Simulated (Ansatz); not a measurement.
The elements of this relaxed trial crystal are hidden behind letters.

```
lattice vectors (Å)
   5.9715    0.0000    0.0000
   0.0000    5.9715    0.0000
   0.0000    0.0000    5.9715
fractional positions
X 0.5000 0.0000 0.0000
X 0.0000 0.5000 0.0000
X 0.0000 0.0000 0.5000
Z 0.0000 0.5000 0.5000
Z 0.5000 0.0000 0.5000
Z 0.5000 0.5000 0.0000
Z 0.0000 0.0000 0.0000
```

All numbers below come from Ansatz 0.2.0, DFT PBE, scalar-relativistic, plane waves, PAW. Cutoff 420 eV, Γ-centred 6×6×6 mesh (7-atom cell), Gaussian smearing of 0.10 eV, no spin polarisation.

- Space group: Pm-3m (No. 221)
- Conventional cell: a = 5.972 Å
- Volume per atom: 30.42 Å³
- Density: 3.16 g/cm³
- Energy over the elements: −1.93 eV/atom
- Gap on the 6×6×6 mesh of the 7-atom cell: 0 eV (a metal)

Energies are uncorrected and count from the elements' standard states at the same level.

Question: X is an s-block element of period 5 and Z is a p-block element of period 3. Which elements are they?

Answer: X = Sr, Z = Cl, so the formula is Sr3Cl4. Density times volume gives a mean mass of 3.16 × 30.42/1.6605 = 57.9 u per atom, and this set has 57.8 u. Among the elements that the hints allow, noble gases aside, only these give it. Sr has 6 Cl at 2.99 Å; Cl on a site of symmetry 4/mmm has 4 Sr at 2.99 Å; Cl on a site of symmetry m-3m has 6 Sr at 2.99 Å.

Symmetry constrained the relaxation, so the result can be a saddle point.
